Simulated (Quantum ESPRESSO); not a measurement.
AuAl6Ti, a guest atom moved from site to site

Simulated, not a measurement. The program is pw.x of Quantum ESPRESSO 7.5 (plane-wave density functional theory). The cell is made up: eight metal atoms on a face-centred cubic lattice, with elements, volume, strain and displacements drawn at random and not relaxed, so it may be unstable or far from any real phase. PseudoDojo standard norm-conserving files set the functional (PBE unless stated); there is no spin polarisation or spin-orbit coupling, the Fermi-Dirac width of 0.25 eV means electrons at about 2900 K, and the masses in the input are unused placeholders. Heavy elements are run without spin-orbit coupling, which real alloys of them have. A spin test at this wide smearing found no moment, but such smearing suppresses magnetism that the real alloy may have.

The runs move one Au atom among sites that otherwise hold Al. Cell, positions, cutoff, mesh and smearing stay as in the input of run 1; sites are counted in its order. Stress in the tables is positive in tension.

Input of run 1:

```
&control calculation='scf', pseudo_dir='./dojo.nc.sr.pbe.v0_5.standard.upf', outdir='./o', disk_io='minimal', tprnfor=.true., tstress=.true. /
&system ibrav=0, nat=8, ntyp=3, nbnd=34, ecutwfc=84.00895049, nosym=.true., tot_charge=0,
 occupations='smearing', smearing='fd', degauss=0.0183746611
/
&electrons conv_thr=1.470e-08, electron_maxstep=70, mixing_beta=0.5 /
ATOMIC_SPECIES
Al 1.0 Al.upf
Au 1.0 Au.upf
Ti 1.0 Ti.upf
CELL_PARAMETERS angstrom
-0.023 -0.0239 -4.0757
-4.1214 0.0278 -0.023
2.0166 8.1102 2.097
ATOMIC_POSITIONS angstrom
Au -0.0689 -0.1731 -0.0066
Al -2.0671 2.2807 -0.1224
Ti -0.2195 4.0862 0.0091
Al -2.134 6.176 0.1615
Al -1.9671 -0.1017 -2.0652
Al -0.0784 2.0294 -1.9621
Al -2.0795 4.0794 -1.963
Al -0.0231 6.1329 -1.8917
K_POINTS automatic
7 7 4 1 1 1
```

| run | elements on sites 1 to 8 | free energy less that of run 1 (eV) | -TS (eV) | pressure (GPa) | stress xx (GPa) | stress yy (GPa) | stress zz (GPa) | stress yz (GPa) | stress xz (GPa) | stress xy (GPa) | iterations |
| --- | --- | --- | --- | --- | --- | --- | --- | --- | --- | --- | --- |
| 1 | Au Al Ti Al Al Al Al Al | 0.000 | -0.910 | -1.17 | 3.08 | -2.13 | 2.55 | 1.24 | 0.16 | -0.75 | 13 |
| 2 | Al Au Ti Al Al Al Al Al | 0.171 | -0.955 | -0.30 | 1.13 | -2.22 | 2.00 | 0.57 | 0.15 | -1.42 | 12 |
| 3 | Al Al Ti Al Au Al Al Al | 0.079 | -0.925 | -1.29 | 3.16 | -1.43 | 2.14 | 1.29 | 0.20 | -0.96 | 15 |
| 4 | Al Al Ti Al Al Au Al Al | 0.164 | -0.950 | -1.03 | 2.97 | -1.77 | 1.88 | 0.67 | 0.29 | -0.81 | 12 |
| 5 | Al Al Ti Al Al Al Al Au | 0.043 | -0.930 | -0.66 | 2.77 | -2.17 | 1.39 | 1.13 | 0.30 | -0.99 | 13 |

Forces Fx Fy Fz (eV/Å):

| site | run 1 | run 2 | run 3 | run 4 | run 5 |
| --- | --- | --- | --- | --- | --- |
| 1 | 0.50 0.54 0.19 | 0.67 1.25 0.32 | 0.59 1.25 0.33 | 0.67 1.34 0.26 | 0.61 1.09 0.24 |
| 2 | -0.75 -1.26 0.88 | -0.93 -1.33 0.58 | -0.82 -1.31 0.95 | -0.76 -1.48 0.78 | -0.76 -1.25 0.97 |
| 3 | 1.34 0.72 0.42 | 1.61 0.90 0.65 | 1.28 0.12 0.42 | 1.30 0.89 0.51 | 1.27 0.18 0.50 |
| 4 | 0.37 -0.78 -0.46 | 0.30 -0.88 -0.50 | 0.24 -0.84 -0.42 | 0.28 -1.04 -0.49 | 0.21 -0.98 -0.47 |
| 5 | -0.56 1.14 0.24 | -0.65 0.82 0.20 | -0.26 0.84 0.03 | -0.56 0.94 0.16 | -0.60 0.80 0.16 |
| 6 | 0.23 -0.07 -0.41 | 0.26 -0.28 -0.42 | 0.20 -0.13 -0.46 | 0.28 -0.47 -0.27 | 0.23 -0.22 -0.45 |
| 7 | -0.64 0.34 -0.63 | -0.73 0.38 -0.58 | -0.65 0.70 -0.65 | -0.67 0.45 -0.68 | -0.65 0.59 -0.69 |
| 8 | -0.49 -0.62 -0.24 | -0.54 -0.85 -0.26 | -0.58 -0.65 -0.21 | -0.54 -0.63 -0.26 | -0.32 -0.22 -0.27 |

The sites are displaced and not relaxed, so the energy differences mix bonding between neighbours with strain and are not ordering energies. A rerun of one cell of this series at a higher cutoff and on a denser mesh moved values by no more than 0.002 eV in energy, 0.06 GPa in stress and 0.008 eV/Å in force, and a second program with other atomic files agreed on that cell to 2 % rms in force and 0.5 GPa in pressure.